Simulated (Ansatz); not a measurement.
ScCo, in the lowest among the structures calculated here: Pm-3m (No. 221), cP2, CsCl type; a = b = c = 3.0715 Å, α = β = γ = 90.00°; Sc 1b (0.500, 0.500, 0.500); Co 1a (0.000, 0.000, 0.000). Level of theory: PBEsol (plane waves to 420 eV, PAW, scalar-relativistic; Ansatz, a quantum-chemistry and plane-wave program). Element references, the lowest calculated here: Co (P6₃/mmc, ferromagnetic), Sc (P6₃/mmc).

**Question.** Estimate the formation energy of this Pm-3m form of ScCo from the elements that PBEsol returns for this input.

**Answer.** -0.36 eV/atom.

Static energies, no anion corrections, no zero-point energy. Values are rounded to 0.01 eV/atom. The compounds carry no spin polarisation. A magnetic state may lie lower.
